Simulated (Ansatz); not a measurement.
This cell of VBiO4 (scheelite type, space group I4_1/a) is off equilibrium:

```xyz
12
Lattice="-2.4373 2.4373 5.5572 2.4373 -2.4373 5.5572 2.4373 2.4373 -5.5572" Properties=species:S:1:pos:R:3 pbc="T T T"
Bi     0.0000     2.4373     2.7786
Bi     0.0000     0.0000     0.0000
V      2.4373     0.0000     2.7786
V      0.0000     0.0000     5.5572
O      3.1765    -1.2111     3.7147
O      1.6980     1.2111     3.7147
O      1.2111     0.7392     6.4933
O      1.2262     1.6980     0.9361
O     -0.7392     1.2111     4.6211
O      3.1765     1.2262    -0.9361
O      1.2262    -0.7392     1.8425
O      3.6484     0.7392     1.8425
```

All values below come from PBE (plane waves to 420 eV, PAW, scalar-relativistic; Ansatz, a program for electronic structure). k mesh 7×7×7 (Γ-centred), Fermi-Dirac smearing 0.05 eV. E stands for the smeared free energy. Stress and pressure are positive under compression. Some relaxations began with atoms very close together and may have settled on another branch. Spin-orbit coupling is left out, though Bi is heavy. This is one of several known forms of VBiO4; the measured ambient cells at hand have space group No. 15 or 60. VBiO4 is run without spin polarisation. VBiO4 was relaxed with its symmetry unable to fall.

### Question
Give the stress tensor in GPa and the pressure.

### Answer
```
   33.2      0.0      0.0
    0.0     33.2      0.0
    0.0      0.0     29.4
```
The pressure, a third of the trace, is 31.9 GPa.

### Question
It is the relaxed cell scaled evenly to V/V₀ = 0.840, atoms relaxed where free. What is its energy relative to the relaxed cell?

### Answer
179.5 meV/atom.

(Under strain, the slope of the energy per volume gives the stress and its curvature an elastic modulus.)
